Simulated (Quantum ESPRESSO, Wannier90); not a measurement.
## Tight-binding from DFT: CdTe (zinc blende)

```xyz
2
Lattice="0.0000 3.2821 3.2821 3.2821 0.0000 3.2821 3.2821 3.2821 0.0000" Properties=species:S:1:pos:R:3 pbc="T T T"
Cd     0.0000     0.0000     0.0000
Te    -1.6411    -1.6411    -1.6411
```

Cell from Materials Project (mp-406), symmetrised, no further relaxation. COD (Crystallography Open Database) has the formula in 2 space groups, this one among them (matched by group alone). Method: PBEsol plane waves in Quantum ESPRESSO 7.5 (PseudoDojo norm-conserving files, 82 Ry, spinors with spin-orbit coupling), Bloch states on a 6×6×6 mesh through Γ, Wannier90 4.0.1. Density: 8×8×8 mesh, Gaussian smearing 0.01 Ry. With spin-orbit coupling a semilocal functional can close or falsely invert a small gap; the band order was not checked against a better method. The gap is small at this level and was sampled on the meshes and a path alone.

Bands 21-30 form an isolated set from -8.72 to -7.46 eV relative to the valence-band maximum (on the path) and are turned into 10 Wannier functions by minimising the spread from the start: atomic waves Cd 4d.

Where do the functions sit, how wide are they and what are they made of?


| functions | spread (Å²) | nearest atom, distance (Å) | second atom, distance (Å) | weight on atomic waves |
|---|---|---|---|---|
| 2 | 0.94 | Cd 0.00 | Te 2.84 | Cd 4d 97 % |
| 2 | 1.18 | Cd 0.00 | Te 2.84 | Cd 4d 95 % |
| 2 | 0.88 | Cd 0.00 | Te 2.84 | Cd 4d 97 % |
| 4 | 1.03 | Cd 0.00 | Te 2.84 | Cd 4d 96 % |

Ω_I = 9.90 Å², Ω_total = 10.10 Å²; the interpolated bands follow pw.x to 0.4 meV rms on the path. Only this start was tried; a symmetric start can stop on a saddle, and mixtures of these functions could lower the total by at most Ω_total − Ω_I.
